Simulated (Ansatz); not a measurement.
## Profile along the Br–K line in KBr (rock salt)

KBr (rock salt), conventional cell a = b = c = 6.608 Å, α = β = γ = 90.00°. The calculation uses the primitive cell of 2 atoms, to which meshes and values per cell refer.

Fields along a shortest Br–K line of a {110} plane (3.30 Å), from Br to K, interpolated on the slice's grid (step about 0.3 Å). These are r2SCAN (plane waves to 500 eV, PAW, scalar-relativistic; Ansatz, a program for electronic structure) values and carry that method's errors. k mesh 9×9×9. These are valence fields of a PAW run, semicore shells included where kept as valence: close to a nucleus they are smooth pseudo fields. KBr was relaxed with its symmetry unable to fall.

```
distance from Br (Å)  valence electron density (e/Å³)  electron localisation function
--------------------  -------------------------------  ------------------------------
0.00                                             0.06                               x
0.33                                             0.65                               x
0.66                                             1.15                            0.73
0.99                                             0.63                            0.88
1.32                                             0.22                            0.76
1.65                                             0.09                            0.12
1.98                                             0.10                            0.10
2.31                                             0.45                            0.67
2.64                                             2.03                            0.88
2.97                                             4.03                               x
3.30                                             4.02                               x
```

x: too close to a nucleus for the ELF to mean much.

Density on the Br–K line (3.30 Å) at its density minimum, 1.8 Å from Br: 0.07 e/Å³. ELF at that point: 0.0. Character of the Br–K contact (rough rule: ELF there above 0.7 covalent, below 0.2 ionic, polar between): closed-shell (ionic).
